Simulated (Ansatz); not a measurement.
## SiGe: computed property card

SiGe:
```yaml
crystal:
  lattice:
    - [3.91972, 0.00000, 0.00000]
    - [0.00000, 3.92555, 0.00000]
    - [0.00000, 0.00000, 5.53403]
  atoms:
    - { symbol: Si, position: [0.75000, 0.00000, 0.88024] }
    - { symbol: Si, position: [0.25000, 0.00000, 0.11976] }
    - { symbol: Ge, position: [0.25000, 0.50000, 0.36916] }
    - { symbol: Ge, position: [0.75000, 0.50000, 0.63084] }
```

Space group Pmma (No. 51); conventional cell a = 3.920 Å, b = 3.926 Å, c = 5.534 Å, α = 90.00°, β = 90.00°, γ = 90.00°.

Method: DFT-PBEsol in the program Ansatz with PAW potentials. Structure relaxed to zero pressure with the same functional. Other levels are named where they apply.

### Cell and energy

- Volume per atom = 21.29 Å³
- Density = 3.93 g/cm³
- Formation energy from the elements (no fitted shifts) = 0.013 eV/atom

### Electronic structure

Band gap: 0.27 eV (indirect)
Valence-band maximum: at Γ
Conduction-band minimum: on the S–Y line, 5 % of the way from S (k = 0.477, 0.500, 0.000 in fractions of the reciprocal vectors) (2 equivalent valleys)
Smallest direct gap on the standard path: 0.48 eV
Electron effective mass: 0.30, 0.42, 0.62 mₑ (principal values)
Electron effective mass with spin–orbit coupling: 0.30, 0.42, 0.62 mₑ (principal values)
Hole effective mass: 0.058, 0.23, 2.0 mₑ (principal values)
Hole effective mass with spin–orbit coupling: 0.071, 0.22, 0.25 mₑ (principal values)
Gap with spin–orbit coupling: 0.23 eV

### Mechanics

* **Bulk modulus (Birch–Murnaghan fit)**: 81.1 GPa
* **Pressure derivative B′**: 4.5
* **Elastic constants (relaxed ions, GPa)**: C11 = 165, C22 = 165, C33 = 136, C12 = 26.8, C13 = 52.5, C23 = 53.9, C44 = 67.8, C55 = 67.9, C66 = 42.2
* **Mechanical stability**: stable (all eigenvalues of C positive)
* **Hill bulk and shear moduli**: 81.3 and 56.2 GPa
* **Young's modulus**: 137 GPa
* **Poisson's ratio**: 0.22
* **Debye temperature from the elastic constants**: 449 K

### Phonons

Highest zone-centre frequency (without LO–TO term): 14.38 THz
Zone-centre stability: no imaginary mode at Γ

The start of the workflow was typed in or built on a structure type; neither database checked (COD, Materials Project) lists it. Whether it is the stable phase at ambient conditions was not checked. The PBEsol relaxation kept the symmetry of its start. The references are the lowest solids computed at this level, not always the standard phases. Scalar-relativistic: spin–orbit coupling is off unless named, which matters more the heavier the elements.

Potentials: the earlier of the program's two PAW sets. The files were generated under PBE; for other functionals the program regenerates the frozen cores, and for LDA and PBEsol the local potential too.
